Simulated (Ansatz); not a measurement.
MoTe2 (2H-MoS2 type, space group P6_3/mmc)

```xyz
6
Lattice="3.5419 0.0000 0.0000 -1.7710 3.0674 0.0000 0.0000 0.0000 14.1820" Properties=species:S:1:pos:R:3 pbc="T T T"
Mo     0.0000     2.0449    10.6365
Mo     1.7710     1.0225     3.5455
Te     0.0000     2.0449     1.7511
Te     1.7710     1.0225     8.8421
Te     1.7710     1.0225    12.4309
Te     0.0000     2.0449     5.3399
```

E(V) scan at fixed shape, V₀ the volume above. The atoms relax within the cell's symmetry.

The numbers are results of r2SCAN+rVV10 (plane waves to 500 eV, PAW, scalar-relativistic; Ansatz, a first-principles code), not measurements. k mesh 11×11×3 (Γ-centred), Fermi-Dirac smearing 0.05 eV. Compression counts positive. MoTe2 is run without spin polarisation. MoTe2 was relaxed with its symmetry unable to fall. Spin-orbit coupling is left out, though Te is heavy. The PAW data are Ansatz's earlier set.

At one point of the scan the stress tensor (GPa) is:

```
   0.89     0.00     0.00
   0.00     0.89     0.00
   0.00     0.00     0.36
```

**Question.** Which point is it?
A. V/V₀ = 0.955
B. V/V₀ = 0.940
C. V/V₀ = 0.985
D. V/V₀ = 0.970

**Answer.** C, V/V₀ = 0.985

(A scan under strain: stresses follow from slopes of the energy per volume, elastic moduli from its curvatures.)
